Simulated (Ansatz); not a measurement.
**Zincblende alloy of InAs and AlAs (20 of 32 In sites exchanged), 64 atoms**

Level of theory: Ansatz 0.2.0, DFT, PBEsol, PAW, plane waves.

Command:

```sh
ansatz run in.yaml --threads 4 --pin off --max-ram 38950MiB --runs-dir r --events-out ev --progress --plain --backend cuda --devices 0, --max-vram 37GiB
```

The input less its lattice and atoms:

```yaml
crystal:
  symmetry: { detect: false }
kpoints:
  mp_grid: { grid: [1, 1, 1], shift: [0.25, 0.25, 0.25] }
hamiltonian:
  xc: pbesol
scf:
  occupations: { method: fermi_dirac, width: 0.01 }
relax:
  f_tol: 0.03
  max_steps: 80
  escape_saddle: false
  adjacent_minimum: "off"
  cell: { fix: [shape] }
output:
  forces: true
  eigenvalues: true
  populations: true
```

Start:

```
Al In As
1.0
    11.66226    0.00000    0.00000
     0.00000   11.66226    0.00000
     0.00000    0.00000   11.66226
Al In As
20 12 32
Cartesian
  0.0190 0.0106 0.0295
  11.6558 11.6552 5.8205
  5.8769 11.6556 11.6586
  5.8250 11.6360 5.8660
  5.8375 5.8403 0.0132
  2.9093 2.9166 11.6569
  2.9131 2.8982 5.8057
  2.8982 8.7384 0.0271
  8.7531 2.9071 0.0214
  8.7212 2.9126 5.8549
  2.9058 11.6413 2.9116
  2.8819 0.0013 8.7827
  2.9029 5.8336 8.7369
  8.7161 0.0021 2.8839
  8.7823 11.6305 8.7496
  11.6387 2.9500 2.8956
  0.0369 2.9445 8.7469
  5.8181 2.9374 2.9309
  5.8348 2.9364 8.7728
  5.8361 8.7496 8.7574
  0.0250 5.8261 0.0553
  0.0017 5.8494 5.8250
  5.8056 5.8326 5.8376
  2.9342 8.7496 5.8418
  8.7341 8.7228 0.0106
  8.7281 8.7340 5.8336
  2.9310 5.8313 2.8966
  8.7749 5.8543 2.9121
  8.7170 5.8187 8.7787
  0.0131 8.7698 2.9362
  0.0001 8.7351 8.7831
  5.7852 8.7395 2.9140
  1.4897 1.4829 1.4467
  1.4448 1.4717 7.2884
  1.4391 7.3148 1.4376
  1.4652 7.2624 7.2605
  7.2652 1.4599 1.5245
  7.2975 1.4381 7.2777
  7.2803 7.2630 1.4387
  7.2827 7.2917 7.2549
  4.3706 4.3515 1.4394
  4.3515 4.3878 7.2724
  4.3945 10.1854 1.4535
  4.3953 10.2022 7.3030
  10.1926 4.3653 1.4196
  10.2233 4.3548 7.2774
  10.1815 10.1688 1.4672
  10.2302 10.1784 7.2884
  4.3933 1.4617 4.3827
  4.3761 1.4569 10.1902
  4.3815 7.3283 4.3849
  4.4135 7.2846 10.2023
  10.1926 1.4561 4.3815
  10.1671 1.4678 10.1923
  10.1990 7.2772 4.3713
  10.2134 7.2847 10.1909
  1.4499 4.3801 4.3859
  1.4619 4.3944 10.1752
  1.4870 10.2133 4.3812
  1.4674 10.2401 10.2306
  7.3152 4.3580 4.4173
  7.3153 4.3993 10.2207
  7.2987 10.2245 4.3782
  7.2728 10.2272 10.2012
```

Steps:

```tsv
step	energy less the first (eV)	largest force component (eV/Å)	pressure (GPa)
start	0.000	1.741	0.53
1	-2.578	0.205	-0.55
2	-2.744	0.077	-0.10
3	-2.750	0.030	0.02
4	-2.751	0.006	0.00
5	-2.750	0.006	0.00
```

A structure on the way, about -2.75 eV from the start:

```xyz
64
Lattice="11.6475 0.0000 0.0000 0.0000 11.6475 0.0000 0.0000 0.0000 11.6475" Properties=species:S:1:pos:R:3 pbc="T T T"
Al    0.0160    0.0770    0.0015
Al    0.0049    0.1024    5.8302
Al    5.7953    0.0431   11.6210
Al    5.8232    0.0763    5.8429
Al    5.7697    5.7649   11.5953
Al    2.9216    2.8604   11.6183
Al    2.9066    2.8384    5.8314
Al    2.9622    8.7780   11.6082
Al    8.7006    2.8321   11.6347
Al    8.7202    2.8167    5.8198
Al    2.9146    0.0713    2.8877
Al    2.9357    0.0584    8.7621
Al    2.9525    5.7661    8.7787
Al    8.7292    0.1001    2.9077
Al    8.7102    0.0689    8.7394
Al   11.6396    2.8182    2.8981
Al    0.0062    2.8376    8.7326
Al    5.8090    2.8362    2.8820
Al    5.7926    2.8604    8.7479
Al    5.7830    8.7777    8.7875
In    0.0584    5.7476   11.6447
In    0.0283    5.7335    5.8553
In    5.8155    5.7468    5.8837
In    2.9554    8.8212    5.8943
In    8.6917    8.8125   11.6448
In    8.7323    8.8404    5.8645
In    2.9414    5.7498    2.8725
In    8.7152    5.7281    2.8935
In    8.6920    5.7489    8.7673
In    0.0375    8.8405    2.9140
In    0.0674    8.8213    8.7824
In    5.8198    8.8142    2.8702
As    1.4725    1.4763    1.4436
As    1.4745    1.4431    7.2992
As    1.5492    7.3700    1.3807
As    1.5495    7.2041    7.3769
As    7.2562    1.4329    1.4381
As    7.2653    1.4755    7.2995
As    7.1799    7.1798    1.3590
As    7.2009    7.3676    7.3737
As    4.4338    4.2390    1.3577
As    4.2797    4.2396    7.3618
As    4.2917   10.3098    1.3695
As    4.4654   10.3337    7.3928
As   10.1967    4.1605    1.4267
As   10.1577    4.1653    7.2862
As   10.1799   10.3942    1.4562
As   10.2348   10.3998    7.3150
As    4.3666    1.4533    4.3677
As    4.3706    1.4617   10.1972
As    4.3764    7.2834    4.3753
As    4.3633    7.2757   10.1894
As   10.1922    1.4594    4.3703
As   10.1885    1.4531   10.1914
As   10.1908    7.2793    4.3717
As   10.1975    7.2796   10.2022
As    1.4583    4.1652    4.3358
As    1.5337    4.2405   10.1066
As    1.4913   10.4012    4.4113
As    1.5657   10.3339   10.2926
As    7.2518    4.1612    4.3784
As    7.1795    4.2378   10.2616
As    7.2782   10.3951    4.3577
As    7.1908   10.3093   10.1184
```

End:

```xyz
64
Lattice="11.6487 0.0000 0.0000 0.0000 11.6487 0.0000 0.0000 0.0000 11.6487" Properties=species:S:1:pos:R:3 pbc="T T T"
Al    0.0162    0.0776    0.0014
Al    0.0050    0.1015    5.8328
Al    5.7956    0.0426   11.6229
Al    5.8230    0.0779    5.8436
Al    5.7688    5.7595   11.5957
Al    2.9225    2.8598   11.6195
Al    2.9061    2.8376    5.8330
Al    2.9630    8.7819   11.6081
Al    8.7013    2.8339   11.6366
Al    8.7202    2.8172    5.8189
Al    2.9138    0.0708    2.8867
Al    2.9369    0.0588    8.7641
Al    2.9551    5.7590    8.7816
Al    8.7304    0.1002    2.9092
Al    8.7079    0.0713    8.7413
Al   11.6415    2.8168    2.8990
Al    0.0054    2.8382    8.7327
Al    5.8094    2.8340    2.8791
Al    5.7929    2.8604    8.7499
Al    5.7807    8.7826    8.7905
In    0.0577    5.7480   11.6435
In    0.0305    5.7326    5.8570
In    5.8177    5.7491    5.8844
In    2.9544    8.8238    5.8962
In    8.6920    8.8156   11.6481
In    8.7350    8.8421    5.8650
In    2.9421    5.7509    2.8725
In    8.7144    5.7256    2.8917
In    8.6949    5.7515    8.7684
In    0.0387    8.8427    2.9124
In    0.0698    8.8236    8.7811
In    5.8213    8.8157    2.8700
As    1.4725    1.4772    1.4429
As    1.4742    1.4424    7.3017
As    1.5492    7.3702    1.3792
As    1.5542    7.2013    7.3805
As    7.2591    1.4313    1.4368
As    7.2647    1.4778    7.2993
As    7.1788    7.1795    1.3569
As    7.2008    7.3716    7.3770
As    4.4327    4.2380    1.3601
As    4.2831    4.2386    7.3587
As    4.2920   10.3103    1.3707
As    4.4665   10.3361    7.3917
As   10.2010    4.1604    1.4272
As   10.1569    4.1659    7.2857
As   10.1811   10.3967    1.4565
As   10.2324   10.4026    7.3192
As    4.3656    1.4541    4.3670
As    4.3720    1.4611   10.1986
As    4.3764    7.2853    4.3768
As    4.3638    7.2745   10.1907
As   10.1939    1.4589    4.3724
As   10.1890    1.4540   10.1926
As   10.1927    7.2771    4.3699
As   10.1987    7.2858   10.2034
As    1.4599    4.1658    4.3356
As    1.5326    4.2382   10.1091
As    1.4913   10.4028    4.4117
As    1.5648   10.3359   10.2937
As    7.2485    4.1610    4.3781
As    7.1827    4.2385   10.2595
As    7.2778   10.3963    4.3603
As    7.1925   10.3105   10.1193
```

Self-consistency was reached.

Time: 16 s of wall time on one NVIDIA H100 with 4 processor threads, on a host shared with other runs; peak host memory 1.5 GiB.

Q: How much energy did the relaxation gain, and which atom moved most?

A: 2.75 eV in 5 steps, from a start with small random displacements; atom 47 (As) moved 0.24 Å, the median atom 0.11 Å (drift of the whole cell removed).
